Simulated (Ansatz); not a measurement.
Consider the following.

Sr2H3I:
```xyz
6
Lattice="4.2367 0.0000 0.0000 -2.1184 3.6691 0.0000 0.0000 0.0000 7.6729" Properties=species:S:1:pos:R:3 pbc="T T T"
Sr     2.1184     1.2230     5.2063
Sr     0.0000     2.4461     2.4666
H      0.0000     0.0000     3.8365
H      2.1184     1.2230     2.7375
H      0.0000     2.4461     4.9355
I      0.0000     0.0000     0.0000
```

This is the r²SCAN-relaxed structure.

**Question.** All from the program Ansatz at the r²SCAN level (PAW), unless another level is named. Estimate the electron effective mass.

**Answer.** 0.40, 0.54, 1.0 mₑ (principal values).

**Question.** And the hole effective mass?

**Answer.** 0.25, 0.25, 2.9 mₑ (principal values).

**Question.** Give the valence-band maximum.

**Answer.** at A.

**Question.** What about the conduction-band minimum?

**Answer.** on the H–A line, 48 % of the way from H (6 equivalent valleys).

Space group P-3m1. The first step of the workflow began from a Materials Project structure, measured or hypothetical; the Crystallography Open Database copy checked does not list it. Its standing as an ambient phase is unchecked. The r²SCAN relaxation kept the symmetry of its start; whether a distortion lowers the energy is not shown. Spin–orbit coupling is left out wherever it is not named.

Potentials: the later of the program's two PAW sets.

Edges and masses are those of Kohn–Sham bands, whose gap is no quasiparticle gap.
